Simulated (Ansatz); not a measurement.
# Clamped-ion strain scan in Al

Level of theory: DFT r2SCAN, scalar-relativistic, plane waves, PAW (Ansatz 0.2.0). Cutoff 500 eV, Γ-centred 20×20×20 k-points, Gaussian smearing of 0.15 eV. No spin polarisation. Energies are free energies at this smearing, counted from the undisturbed cell; pressure is positive in compression.

Zero of the scan (as given, not relaxed at this level; it stands at 0.5 GPa; this bcc form isn't the usual structure):

```
Al
1.0
    -1.59122    1.59122    1.59122
     1.59122   -1.59122    1.59122
     1.59122    1.59122   -1.59122
Al
1
Direct
  0.00000 0.00000 0.00000
```

The cell is strained by ε times the Voigt pattern (0, 0, 0, 1, 0, 0) (xx, yy, zz, yz, xz, xy; engineering shear) with fractional coordinates fixed. The cell is metallic on the mesh throughout.

| ε | ΔE (meV/atom) | stress summed along the pattern (GPa, tension positive) | pressure (GPa) |
| --- | --- | --- | --- |
| -0.1000 | 29.1 | -5.84 | 1.7 |
| -0.0500 | 6.6 | -2.99 | 0.8 |
| 0.0000 | 0.0 | 0.00 | 0.5 |
| 0.0125 | 0.3 | ? | ? |
| 0.0250 | 1.2 | ? | ? |
| 0.0375 | 3.3 | 2.13 | 0.6 |
| 0.0625 | 10.8 | 3.72 | 1.0 |
| 0.0750 | 16.0 | 4.45 | 1.2 |
| 0.0875 | 22.1 | 5.17 | 1.4 |

By symmetry 0.1000 repeats -0.1000, -0.0750 repeats 0.0750, 0.0500 repeats -0.0500, -0.0250 repeats 0.0250 in energy; the slope of the energy along the path changes sign there.

Problem. Give the withheld values.

Solution. stress summed along the pattern (GPa, tension positive) at ε = 0.0125: 0.43; pressure (GPa) at ε = 0.0125: 0.5; stress summed along the pattern (GPa, tension positive) at ε = 0.0250: 1.16; pressure (GPa) at ε = 0.0250: 0.5.